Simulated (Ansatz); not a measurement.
According to DFT-PBE in the program Ansatz with PAW potentials, CoPtW in the trigonal phase (P3m1; Co on 1a, Pt on 1b, W on 1c) relaxes to a = 2.750 Å, c = 6.553 Å. Co has 12 nearest neighbours from 2.59 Å (cuboctahedral); Pt has 12 nearest neighbours from 2.70 Å (cuboctahedral); W has 12 nearest neighbours from 2.59 Å (cuboctahedral). Against the elements it lies at 0.071 eV/atom, with no fitted shifts.

Electronic character: metallic (no gap). The magnetic state found is ferromagnetic. The net moment is 0.30 μB per atom.

The start of the workflow was typed in or built on a structure type; neither database checked (COD, Materials Project) lists it. Whether it is the stable phase at ambient conditions was not checked. The PBE relaxation kept the symmetry of its start; whether a distortion lowers the energy is not shown. The final state is ferromagnetic, the only order run, not a proven ground state. Axis ratios of metals converge slowly with the k-mesh, so a and c are less sure than the volume. The references are the lowest solids computed at this level, not always the standard phases. Scalar-relativistic: spin–orbit coupling is off unless named, which matters more the heavier the elements.

Potentials: the earlier of the program's two PAW sets.
